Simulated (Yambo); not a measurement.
G0W0@LDA for Cs₂ScAgCl₆ (space group Fm-3m, No. 225) in Yambo. Reference settings: 2×2×2 Γ-centred k mesh, bands 6 to 315 and a 6 Ry block in the screening, 315 bands in G with the Bruneval-Gonze terminator, plasmon pole fitted at 27.2 eV. The LDA gap L → X on this mesh is 3.14 eV; G0W0 gaps are taken between the same points.

The settings were changed. The gap went from 6.00 eV to 6.09 eV, and the shift of the valence edge from -1.25 eV to -1.19 eV.

**Question.** What was changed between the two runs?
A) 126 bands in W, 126 bands in G
B) no random integration
C) 1 Ry block
D) 207 bands in W, 207 bands in G

**Answer.** D, 207 bands in W, 207 bands in G. The others gave (gap, valence shift): 126 bands in W, 126 bands in G: 6.28, -1.11 eV; no random integration: 5.91, -1.02 eV; 1 Ry block: 6.76, -1.48 eV.

Spin-orbit coupling is not included.

Geometry of the Materials Project entry, not relaxed at this level; primitive cell a = b = c = 7.4964 Å, α = β = γ = 60.00°.

The structure is a Materials Project entry; no match was found in the copy of COD used, and its stability was not checked.

A shift is the quasiparticle energy of the state minus its LDA energy.
